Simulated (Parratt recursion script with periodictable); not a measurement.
EUV peak of a Si/Mo multilayer on Si against the thickness ratio

| layer, from the top | thickness (Å) | density (g/cm³) | rms roughness of its top face (Å) | δ at 13.5 nm | β at 13.5 nm |
|---|---|---|---|---|---|
| Si (in each period) | varied | 2.313 | 0 | 9.927 × 10⁻⁴ | 0.001813 |
| Mo (in each period) | varied | 10.026 | 0 | 0.07476 | 0.006314 |
| Si (substrate) | – | 2.313 | 0 | 9.927 × 10⁻⁴ | 0.001813 |

The refractive index is n = 1 − δ + iβ; the runs take δ and β at each wavelength of the scan. Vacuum lies above.

Densities are inputs, not measurements. They were set from computed cells of the Materials Project: Si from entry mp-149 (Fd-3m, 2.313 g/cm³); Mo from entry mp-129 (Im-3m, 10.026 g/cm³). A layer's crystal structure does not enter its constants, only its composition and density.

Method: EUV and soft X-ray reflectivity, Parratt recursion, Névot-Croce roughness, Henke tables (Parratt recursion script with periodictable 1.7.1).

Light falls at α = 15° from the surface normal. It is p-polarised. The wavelength is scanned from 12.42 to 14.58 nm in 161 evenly spaced points, without smoothing. The peak is the highest scan point; its wavelength and height come from a parabola through R at that point and its two neighbours.

The pair is repeated 50 times. The runs differ in the two thicknesses alone; Γ is the share of Mo in the period D.

```
Si (Å)  Mo (Å)     Γ  peak λ (nm)  peak R (%)
------  ------  ----  -----------  ----------
57.7      14.4  0.20       13.710        59.7
50.5      21.6  0.30            ?           ?
39.7      32.4  0.45       13.504        68.7
36          36  0.50       13.440        67.9
28.8      43.3  0.60       13.352        64.1
```

Estimate the peak wavelength and height at Γ = 0.30.

Wavelength: with δ̄ the thickness-weighted δ at 13.5 nm and α the angle from the normal (sin²α = 0.0670), λ ≈ 2D[(1 − δ̄)² − sin²α]^½.

| Γ | D (Å) | δ̄ | λ by hand (nm) | run minus hand (nm) |
|---|---|---|---|---|
| 0.20 | 72.1 | 0.0157 | 13.694 | 0.016 |
| 0.30 | 72.1 | 0.0231 | 13.583 | to find |
| 0.45 | 72.1 | 0.0341 | 13.419 | 0.085 |

The difference, interpolated in Γ, is 0.044 nm, so λ ≈ 13.583 + 0.044 = 13.627 nm.

Height: the parabola through the rows at Γ = 0.20, 0.45, 0.50 has weights 0.400, 1.600, −1.000 at Γ = 0.30, which give 65.9 %.

The run gave 13.636 nm and 67.3 %, so the estimates miss by 0.009 nm and 1.4 points. Of these 5 runs, Γ = 0.45 has the highest peak.
